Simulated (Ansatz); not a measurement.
CaTiO3:
Space group R-3c, hexagonal axes (No. 167); a = 5.4645 Å, b = 5.4645 Å, c = 13.3006 Å, α = 90.00°, β = 90.00°, γ = 120.00°

```json
[
 {"atom": "Ca", "site": "6a", "symmetry": "32", "x": "0.0000", "y": "0.0000", "z": "0.2500"},
 {"atom": "Ti", "site": "6b", "symmetry": "-3.", "x": "0.0000", "y": "0.0000", "z": "0.0000"},
 {"atom": "O", "site": "18e", "symmetry": ".2", "x": "0.4299", "y": "0.4299", "z": "0.2500"}
]
```
(The calculation used a cell of 10 atoms; values per cell refer to that cell.)

Relaxed with the program Ansatz at the PBE level (PAW). Indices refer to the conventional cell of R-3c, a = b = 5.4645 Å, c = 13.3006 Å, α = β = 90.00°, γ = 120.00°.

Q: Simulate the powder diffraction pattern (Cu Kα, λ = 1.54184 Å; lines above 1 %) up to 2θ = 90°.

A: Simulated powder pattern, Cu Kα, λ = 1.54184 Å (kinematic, ideal powder, no thermal factors, no anomalous dispersion; the 30 strongest lines at most, above 1 %, up to 2θ = 90°):

```json
[
 {"2θ (°)": "23.07", "d (Å)": "3.856", "I/Imax (%)": "17", "hkl": "(0 1 -1 2)"},
 {"2θ (°)": "32.78", "d (Å)": "2.732", "I/Imax (%)": "86", "hkl": "(1 1 -2 0)"},
 {"2θ (°)": "32.92", "d (Å)": "2.721", "I/Imax (%)": "100", "hkl": "(1 0 -1 4)"},
 {"2θ (°)": "38.71", "d (Å)": "2.326", "I/Imax (%)": "15", "hkl": "(1 1 -2 3)"},
 {"2θ (°)": "40.46", "d (Å)": "2.229", "I/Imax (%)": "9.4", "hkl": "(2 0 -2 2)"},
 {"2θ (°)": "40.70", "d (Å)": "2.217", "I/Imax (%)": "5.8", "hkl": "(0006)"},
 {"2θ (°)": "47.14", "d (Å)": "1.928", "I/Imax (%)": "91", "hkl": "(0 2 -2 4)"},
 {"2θ (°)": "51.56", "d (Å)": "1.773", "I/Imax (%)": "3.4", "hkl": "(2 1 -3 1)"},
 {"2θ (°)": "53.02", "d (Å)": "1.727", "I/Imax (%)": "1.3", "hkl": "(1 2 -3 2)"},
 {"2θ (°)": "53.21", "d (Å)": "1.721", "I/Imax (%)": "4.1", "hkl": "(1 1 -2 6)"},
 {"2θ (°)": "58.51", "d (Å)": "1.577", "I/Imax (%)": "27", "hkl": "(3 0 -3 0)"},
 {"2θ (°)": "58.60", "d (Å)": "1.575", "I/Imax (%)": "38", "hkl": "(2 1 -3 4)"},
 {"2θ (°)": "58.88", "d (Å)": "1.569", "I/Imax (%)": "17", "hkl": "(0 1 -1 8)"},
 {"2θ (°)": "62.58", "d (Å)": "1.484", "I/Imax (%)": "1.5", "hkl": "(1 2 -3 5)"},
 {"2θ (°)": "68.71", "d (Å)": "1.366", "I/Imax (%)": "18", "hkl": "(2 2 -4 0)"},
 {"2θ (°)": "69.04", "d (Å)": "1.360", "I/Imax (%)": "23", "hkl": "(2 0 -2 8)"},
 {"2θ (°)": "72.34", "d (Å)": "1.306", "I/Imax (%)": "2.8", "hkl": "(1 3 -4 1)"},
 {"2θ (°)": "72.75", "d (Å)": "1.300", "I/Imax (%)": "1.3", "hkl": "(1 1 -2 9)"},
 {"2θ (°)": "73.55", "d (Å)": "1.288", "I/Imax (%)": "1.4", "hkl": "(3 1 -4 2)"},
 {"2θ (°)": "78.32", "d (Å)": "1.221", "I/Imax (%)": "11", "hkl": "(1 3 -4 4)"},
 {"2θ (°)": "78.55", "d (Å)": "1.218", "I/Imax (%)": "15", "hkl": "(1 2 -3 8)"},
 {"2θ (°)": "81.83", "d (Å)": "1.177", "I/Imax (%)": "1.8", "hkl": "(3 1 -4 5)"},
 {"2θ (°)": "87.52", "d (Å)": "1.115", "I/Imax (%)": "7.8", "hkl": "(4 0 -4 4)"},
 {"2θ (°)": "88.14", "d (Å)": "1.108", "I/Imax (%)": "4.4", "hkl": "(0 0 0 12)"}
]
```

The start of the workflow was typed in or built on a structure type; neither database checked (COD, Materials Project) lists it. COD files the formula under space group No. 11, 62, 65, 140, 221. Its standing as an ambient phase is unchecked. The cell was relaxed with PBE under the symmetry of its start; its stability against distortions is not shown here. The workflow began spin-polarised and lost its moments.

Potentials: the earlier of the program's two PAW sets.
